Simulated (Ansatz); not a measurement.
GeOS (Janus 1T monolayer) was relaxed with 5 functionals in Ansatz 0.2.0, cell and atoms free, the symmetry of the start kept (meshes: PBE 12×12×1, r2SCAN 12×12×1, PBEsol 12×12×1, LDA 12×12×1, HSE06 6×6×1). The cell comes from a prototype generator: it can be a known phase or a hypothetical one. Spin polarisation is off.

The LDA result:
```xyz
3
Lattice="3.1244 0.0000 0.0000 -1.5622 2.7058 0.0000 0.0000 0.0000 28.6527" Properties=species:S:1:pos:R:3 pbc="T T F"
Ge    0.0000    0.0000    9.1722
O     0.0000    1.8039   10.0785
S     1.5622    0.9019    7.7494
```
Two periodic directions, a and b.

The sheet's in-plane cell has a = 3.124 Å, b = 3.124 Å (γ = 120.0°), and its outermost atoms lie 2.33 Å apart along the normal. Ge has 3 O at 2.02 Å and 3 S at 2.30 Å; O has 3 Ge at 2.02 Å; S has 3 Ge at 2.30 Å.

(1) How does the cell change with r2SCAN?

(2) What lattice does HSE06 give?

(3) Held at the r2SCAN cell, what mean stress do LDA and PBE find, and does its sign point to their own minimum?

## Answers

(1) a = 3.158 Å; the area differs by +2.2 % from LDA's. Around Ge lie 3 O at 2.04 Å and 3 S at 2.31 Å; around O lie 3 Ge at 2.04 Å; around S lie 3 Ge at 2.31 Å.

(2) a = 3.148 Å; the area differs by +1.5 % from LDA's. Around Ge lie 3 O at 2.03 Å and 3 S at 2.30 Å; around O lie 3 Ge at 2.03 Å; around S lie 3 Ge at 2.30 Å.

(3) Yes. LDA -1.77 N/m, and its relaxed area is -2.1 % from r2SCAN's; PBE +2.40 N/m, and its relaxed area is +2.1 % from r2SCAN's. Compression counts positive, so a positive stress asks for a larger cell.
